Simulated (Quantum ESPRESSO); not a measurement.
## Calculated data, MgIn2SiP4 (made-up cell)

Computed with Quantum ESPRESSO 7.5. Calculation on a made-up crystal cell, not a measurement: periodic Kohn-Sham density functional theory in plane waves with PseudoDojo standard norm-conserving scalar-relativistic pseudopotentials, each functional with its own files (v0.5 for PBE, v0.4.1 for LDA and PBEsol), no spin polarisation, no spin-orbit coupling, atoms not relaxed, stress positive in tension, energies less a fixed whole-eV offset for each atom's element; levels are Kohn-Sham levels at fractions of this cell's reciprocal vectors, counted from the reference band (half the neutral cell's valence electrons, rounded up) at Gamma; error bars cover cutoff and k-mesh only, not smearing or the files; added strain carries the atoms with the cell, and shear is the tensor component; each bar is the largest change over components, and at least 0.002 eV, 0.002 eV per angstrom or 0.02 GPa; energies are for the whole cell, and the offsets were chosen from early runs and are not element reference energies.

Settings shared by all entries: lattice type zincblende/diamond; functional pbe; cutoff 1143 eV; fermi dirac smearing 0.1 eV; scf tolerance 1e-07 eV; electrons removed 0; added strain kind uniform; k mesh 6 x 6 x 6, shifted by half a step.

(1) MgIn2SiP4 (made-up cell)

Unstrained structure:
```cif
# cell vector a (Å): 5.9730 -0.0235 -0.0089
# cell vector b (Å): -0.0235 5.9924 0.0949
# cell vector c (Å): -0.0089 0.0949 6.1873
data_MgIn2SiP4
_symmetry_space_group_name_H-M 'P 1'
_symmetry_Int_Tables_number 1
_cell_length_a 5.9731
_cell_length_b 5.9932
_cell_length_c 6.1880
_cell_angle_alpha 88.214
_cell_angle_beta 90.171
_cell_angle_gamma 90.451
_cell_volume 221.40
loop_
_atom_site_label
_atom_site_type_symbol
_atom_site_fract_x
_atom_site_fract_y
_atom_site_fract_z
_atom_site_occupancy
In1 In 0.99518 0.00557 0.02334 1
Si1 Si 0.96362 0.48590 0.51591 1
Mg1 Mg 0.49258 0.00188 0.50145 1
In2 In 0.48929 0.50419 0.99457 1
P1 P 0.24560 0.25282 0.23989 1
P2 P 0.24581 0.76095 0.75640 1
P3 P 0.75018 0.26874 0.76749 1
P4 P 0.75637 0.76147 0.25979 1
```

- added strain: 0.0161
- structure shown: before the added strain of 0.0161
- free energy less offsets: 2.337 eV
- smearing term minus ts: -0.02522 eV
- scf iterations: 11
- pressure: -6.649 GPa
- stress xx: 5.738 GPa
- stress yy: 6.199 GPa
- stress zz: 8.008 GPa
- stress yz: 0.6981 GPa
- stress xz: 0.183 GPa
- stress xy: -0.4985 GPa
- error bar energy: 0.002638 eV
- error bar stress: 0.02 GPa
- error bar force: 0.005825 eV/Å
- error bars from: tighter rerun of a related cell

Atoms:
```csv
atoms element,atom site,atom energy offset (eV)
In,1,-1808
Si,2,-115
Mg,3,-1617
In,4,-1808
P,5,-189
P,6,-189
P,7,-189
P,8,-189
```

Forces:
```csv
site,x (eV/Å),y (eV/Å),z (eV/Å)
1,0.554,-0.1161,-0.7933
2,0.7733,0.8754,-0.1926
3,0.07793,0.1427,0.02952
4,0.06846,0.6334,0.3082
5,-0.2897,0.3169,1.389
6,-0.794,-0.3658,-0.5792
7,0.1651,-0.1883,-1.182
8,-0.5552,-1.298,1.02
```

(2) MgIn2SiP4 (made-up cell)

Structure as in entry 1.

* added strain: 0.0188
* structure shown: before the added strain of 0.0188
* free energy less offsets: 2.415 eV
* smearing term minus ts: -0.02621 eV
* scf iterations: 11
* pressure: -6.852 GPa
* stress xx: 5.951 GPa
* stress yy: 6.409 GPa
* stress zz: 8.195 GPa
* stress yz: 0.6402 GPa
* stress xz: 0.1523 GPa
* stress xy: -0.4737 GPa
* error bar energy: 0.002638 eV
* error bar stress: 0.02 GPa
* error bar force: 0.005825 eV/Å
* error bars from: tighter rerun of a related cell

Atoms:
```csv
atoms element,atom site,atom energy offset (eV)
In,1,-1808
Si,2,-115
Mg,3,-1617
In,4,-1808
P,5,-189
P,6,-189
P,7,-189
P,8,-189
```

Forces:
```csv
site,x (eV/Å),y (eV/Å),z (eV/Å)
1,0.5464,-0.1133,-0.7696
2,0.7495,0.861,-0.1791
3,0.07198,0.1368,0.02837
4,0.06008,0.6199,0.2972
5,-0.282,0.3022,1.352
6,-0.7707,-0.3613,-0.5572
7,0.1664,-0.174,-1.167
8,-0.5416,-1.271,0.9957
```
